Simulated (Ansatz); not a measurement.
One relaxed cell of CuI at several levels

A database entry relaxed whole under r2SCAN at zero pressure (F-43m, No. 216):

```
Cu I
1.0
     0.00000    3.01070    3.01070
     3.01070    0.00000    3.01070
     3.01070    3.01070    0.00000
Cu I
1 1
Direct
  0.25000 0.25000 0.25000
  0.00000 0.00000 0.00000
```

Its volume is 27.29 Å³ an atom, -2.0 % against the entry's 27.86, which is old or was flagged in a check.

Single points on this cell with plane-wave PAW DFT (Ansatz 0.2.0; r2SCAN 500 eV, hybrids 420 eV; fermi-dirac occupations of width 0.020 eV; no moments): r2SCAN on a 8×8×8 Γ-centred mesh; r2SCAN with spin-orbit coupling on a 8×8×8 Γ-centred mesh; HSE06 on a 8×8×8 Γ-centred mesh; PBE0 on a 8×8×8 Γ-centred mesh.

Q: How do gap, pressure and charges move from level to level?

A: The runs give:

| level | gap (eV), or kind | pressure (GPa) | Bader charge of Cu (e) | Bader charge of I (e) |
| --- | --- | --- | --- | --- |
| r2SCAN | 1.67 | 0.0 | +0.38 | -0.38 |
| r2SCAN with spin-orbit coupling | 1.52 | 0.0 | +0.37 | -0.37 |
| HSE06 | 2.66 | 1.4 | +0.36 | -0.36 |
| PBE0 | 3.32 | 1.3 | +0.36 | -0.36 |

Under r2SCAN the gap is 1.67 eV, over mesh and band path. HSE06 moves it by +1.00 eV and PBE0 by +1.65 eV; PBE0 keeps its exact exchange at long range, which widens the gap over HSE06's by 0.66 eV on their common mesh. Spin-orbit coupling moves the r2SCAN gap by -0.15 eV, which the hybrid values lack.

Caveats: the relaxation kept the start's symmetry; HSE06 is read on its mesh and at the zone's corners, PBE0 on its mesh alone; hybrid pressures are good to a few tenths of a GPa; pressure is positive in compression.
